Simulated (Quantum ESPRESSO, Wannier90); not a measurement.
# ZnHgTe2 (P-4m2), plane waves to Wannier functions

```
begin unit_cell_cart
ang
    4.4730600000    0.0000000000    0.0000000000
    0.0000000000    4.4730600000    0.0000000000
    0.0000000000    0.0000000000    6.3800600000
end unit_cell_cart
begin atoms_frac
Zn   0.5000000000  0.5000000000  0.5000000000
Hg   0.0000000000  0.0000000000  0.0000000000
Te   0.0000000000  0.5000000000  0.2722800000
Te   0.5000000000  0.0000000000 -0.2722800000
end atoms_frac
```

Structure: Materials Project mp-1215403, symmetrised, not relaxed again. Not found in the COD (Crystallography Open Database) copy used; not checked further. Method: PBEsol plane waves in Quantum ESPRESSO 7.5 (PseudoDojo norm-conserving files, 68 Ry, spinors with spin-orbit coupling), Bloch states on a 4×4×4 mesh through Γ, Wannier90 4.0.1. Density: 8×8×6 mesh, cold smearing 0.01 Ry. With spin-orbit coupling a semilocal functional can close or falsely invert a small gap; the band order was not checked against a better method. The gap is small at this level and was sampled on the meshes and a path alone.

Bands 37-40 form an isolated set from -11.94 to -11.01 eV relative to the valence-band maximum (on the path) and are turned into 4 Wannier functions by minimising the spread from the start: atomic waves Te 5s.

Centres (Cartesian, Å; one of the equivalent choices) and spreads:

```csv
n,x,y,z,spread (Å²),nearest atom
1,0.000,2.237,1.695,1.856,Te3
2,0.000,2.237,1.695,1.856,Te3
3,2.237,0.000,-1.695,1.856,Te4
4,2.237,0.000,-1.695,1.856,Te4
```

Ω_I = 7.41 Å², Ω_total = 7.42 Å²; the interpolated bands follow pw.x to 0.2 meV rms on the path. Only this start was tried; a symmetric start can stop on a saddle, and mixtures of these functions could lower the total by at most Ω_total − Ω_I.
